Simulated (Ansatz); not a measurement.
## Ionic part of the dielectric constant of AlN at -1 GPa, mode by mode

Method: Ansatz 0.2.0, DFT LDA, scalar-relativistic, plane waves, PAW. Cutoff 420 eV, 10×10×10 k-points (Γ-centred), fixed occupations. No spin polarisation. Phonons by linear response, acoustic sum rule imposed.

It takes space group F-43m (No. 216, cubic). Conventional cell: a = 4.349 Å, b = 4.349 Å, c = 4.349 Å, α = 90.00°, β = 90.00°, γ = 90.00°. Al (site symmetry -43m) is surrounded by 4 N at 1.88 Å. N (site symmetry -43m) is surrounded by 4 Al at 1.88 Å.

The primitive cell has V = 20.57 Å³ and ε∞,zz = 4.546. Each polar mode adds Δε = (4.92064×10⁷/V)·S/ν² along z, with S its oscillator strength in e²/amu, ν in cm⁻¹ and V in Å³.

Q: From these modes, find each Δε and ε0,zz.
```json
{"ν (cm⁻¹)": "659.5", "S_zz (e²/amu)": "0.7029"}
```

A:
```json
{"ν (cm⁻¹)": "659.5", "Δε": "3.87"}
```

The sum is 3.866, so ε0,zz = 8.41; the run's tensor has 8.41.

Q: Where do the longitudinal modes lie for a wave vector along z?

A: At 897 cm⁻¹. The Lyddane–Sachs–Teller product Π(ν_LO/ν_TO)² = 1.85 matches ε0/ε∞ = 1.85.

This zinc-blende form isn't the usual stable structure of the compound.

Cost: 1 run of about 0.35 core-minutes, on Intel Xeon Platinum 8488C (Sapphire Rapids) (shared hosts).